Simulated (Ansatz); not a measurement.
SiNi (rock salt, space group No. 225) at seven volumes, DFT-r²SCAN in the program Ansatz with PAW potentials, scaled uniformly. One row is withheld.

```json
[
 {"V (Å³/atom)": "11.840", "P (GPa)": "17.41"},
 {"V (Å³/atom)": "12.230", "P (GPa)": "10.62"},
 {"V (Å³/atom)": "12.621", "P (GPa)": "4.87"},
 {"V (Å³/atom)": "13.011", "P (GPa)": "0.00"},
 {"V (Å³/atom)": "13.402", "P (GPa)": "-4.14"},
 {"V (Å³/atom)": "13.792", "P (GPa)": "?"},
 {"V (Å³/atom)": "14.182", "P (GPa)": "-10.64"}
]
```

Q: Fit the shown pressures and predict the withheld one.

A: P = (3/2)B₀(x^(7/2) − x^(5/2))[1 + (3/4)(B′ − 4)(x − 1)] with x = (V₀/V)^(2/3). Least squares on the six rows gives V₀ = 13.011 Å³/atom, B₀ = 149 GPa, B′ = 4.46. At V = 13.792, x = 0.9619 and P = -7.63 GPa. The run itself gave -7.66 GPa.

Space group Fm-3m (rock salt). A made-up cell: these elements were put on the sites of a structure type; neither database checked (COD, Materials Project) lists it. It is not the phase usual at ambient conditions (space group No. 62). The cell was relaxed with r²SCAN under the symmetry of its start. At this level the phase is mechanically unstable. The workflow began spin-polarised and lost its moments. The cell computed holds one magnetic atom, so no antiferromagnetic order was within reach.

Potentials: the later of the program's two PAW sets.
